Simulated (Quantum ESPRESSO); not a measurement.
# Band energies of Mg2Sn

```xyz
3
Lattice="0.0000 3.3802 3.3802 3.3802 0.0000 3.3802 3.3802 3.3802 0.0000" Properties=species:S:1:pos:R:3 pbc="T T T"
Mg     1.6901     1.6901     1.6901
Mg     5.0702     5.0702     5.0702
Sn     0.0000     0.0000     0.0000
```

norm-conserving PBEsol (Quantum ESPRESSO, 84 Ry, without SOC); path ΓXWKΓLUWLK,UX; energies in eV from the Fermi level.

| k (1/Å) | point | band 13 | band 14 | band 15 | band 16 | band 17 | band 18 | band 19 | band 20 |
|---|---|---|---|---|---|---|---|---|---|
| 0.00 | Γ | -20.92 | -9.10 | 0.03 | 0.03 | 0.03 | 1.37 | 2.19 | 2.19 |
| 0.23 |  | -20.92 | -8.93 | -1.11 | -0.55 | -0.55 | 1.51 | 2.47 | 3.02 |
| 0.46 |  | -20.92 | -8.45 | -2.60 | -1.35 | -1.35 | 0.65 | 1.53 | 4.50 |
| 0.81 |  | -20.92 | -7.46 | -4.38 | -2.03 | -2.03 | -0.06 | 0.22 | 6.75 |
| 0.93 | X | -20.92 | -7.33 | -4.56 | -2.08 | -2.08 | -0.10 | 0.14 | 7.24 |
| 1.05 |  | -20.92 | -7.33 | -4.51 | -2.33 | -2.20 | 0.24 | 0.39 | 6.55 |
| 1.28 |  | -20.92 | -7.31 | -4.10 | -3.31 | -2.62 | 1.88 | 1.95 | 4.15 |
| 1.39 | W | -20.92 | -7.30 | -3.75 | -3.75 | -2.68 | 2.64 | 3.02 | 3.02 |
| 1.72 | K | -20.92 | -7.36 | -4.15 | -3.52 | -1.75 | 0.39 | 2.62 | 5.35 |
| 1.92 |  | -20.92 | -7.62 | -3.89 | -3.52 | -1.28 | 0.92 | 4.21 | 4.30 |
| 2.12 |  | -20.92 | -8.12 | -3.47 | -2.64 | -0.71 | 1.59 | 3.32 | 3.35 |
| 2.41 |  | -20.92 | -8.83 | -1.82 | -1.01 | -0.08 | 1.96 | 2.35 | 2.47 |
| 2.61 |  | -20.92 | -9.07 | -0.39 | -0.11 | 0.02 | 1.63 | 2.17 | 2.22 |
| 2.71 | Γ | -20.92 | -9.10 | 0.03 | 0.03 | 0.03 | 1.37 | 2.19 | 2.19 |
| 2.81 |  | -20.92 | -9.07 | -0.44 | -0.02 | -0.02 | 1.60 | 2.27 | 2.27 |
| 3.11 |  | -20.92 | -8.61 | -2.91 | -0.48 | -0.48 | 1.08 | 2.67 | 2.67 |
| 3.31 |  | -20.92 | -8.12 | -4.23 | -0.72 | -0.72 | 0.79 | 2.39 | 2.39 |
| 3.51 | L | -20.92 | -7.84 | -4.79 | -0.80 | -0.80 | 0.69 | 2.25 | 2.25 |
| 3.63 |  | -20.92 | -7.81 | -4.75 | -1.27 | -0.89 | 1.09 | 2.10 | 2.43 |
| 3.85 |  | -20.92 | -7.59 | -4.41 | -2.83 | -1.36 | 0.88 | 3.40 | 3.63 |
| 4.08 | U | -20.92 | -7.36 | -4.15 | -3.52 | -1.75 | 0.39 | 2.62 | 5.35 |
| 4.41 | W | -20.92 | -7.30 | -3.75 | -3.75 | -2.68 | 2.64 | 3.02 | 3.02 |
| 4.60 |  | -20.92 | -7.43 | -4.10 | -3.37 | -2.18 | 2.10 | 2.38 | 3.87 |
| 4.79 |  | -20.92 | -7.66 | -4.52 | -2.38 | -1.39 | 1.79 | 1.84 | 3.68 |
| 5.07 | L | -20.92 | -7.84 | -4.79 | -0.80 | -0.80 | 0.69 | 2.25 | 2.25 |
| 5.23 |  | -20.92 | -7.78 | -4.70 | -1.60 | -0.98 | 1.24 | 2.13 | 2.61 |
| 5.39 |  | -20.92 | -7.61 | -4.44 | -2.73 | -1.33 | 0.92 | 3.26 | 3.52 |
| 5.64 | K | -20.92 | -7.36 | -4.15 | -3.52 | -1.75 | 0.39 | 2.62 | 5.35 |
| 5.64 | U | -20.92 | -7.36 | -4.15 | -3.52 | -1.75 | 0.39 | 2.62 | 5.35 |
| 5.72 |  | -20.92 | -7.33 | -4.33 | -3.15 | -1.89 | 0.23 | 1.73 | 5.90 |
| 5.97 | X | -20.92 | -7.33 | -4.56 | -2.08 | -2.08 | -0.10 | 0.14 | 7.24 |

A metal at this level: along this path bands 15, 16, 17, 18 cross the Fermi level.

Spin-orbit splittings are left out.

Geometry of the Materials Project entry, not relaxed at this level.
